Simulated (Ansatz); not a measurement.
Formation energies in the Si–V system, lowest calculated structure of each composition. Level of theory: PBEsol (plane waves to 420 eV, PAW, scalar-relativistic; Ansatz, a quantum-chemistry and plane-wave program). Element references, the lowest calculated here: Si (Fd-3m), V (Im-3m).

```tsv
phase	x(V)	space group	E_f (eV/atom)	above hull (eV/atom)
Si	0.000	Fd-3m	0.00	0.00
VSi2	0.333	P6₂22	-0.59	0.00
VSi	0.500	P2₁3	-0.53	0.09
V5Si3	0.625	I4/mcm	-0.64	0.00
V3Si	0.750	Pm-3n	-0.51	0.00
V	1.000	Im-3m	0.00	0.00
```

For VSi a lower structure may exist, so the energies are upper bounds and are not judged. On the hull: V3Si, VSi2, V5Si3.

Question: Work out the energy of V5Si3 against the hull of the other phases.

Answer: At x(V) = 0.625 the tie line joins VSi2 and V3Si; the lever rule gives atom fractions 0.30 and 0.70. The mixture has E_f = 0.30 × (-0.59) + 0.70 × (-0.51) = -0.53 eV/atom, and V5Si3 has -0.64. So V5Si3 → 1.4 V3Si + 0.8 VSi2 costs 0.11 eV/atom: V5Si3 is stable against it.

This is the hull of the energies calculated here, no anion corrections; phases that were not calculated are missing from it. Values are rounded to 0.01 eV/atom. Not shown to be the ambient phase of their composition (a lower form may be missing, and a cell relaxed within its start's symmetry can be a saddle point): VSi (P2₁3). The compounds carry no spin polarisation.
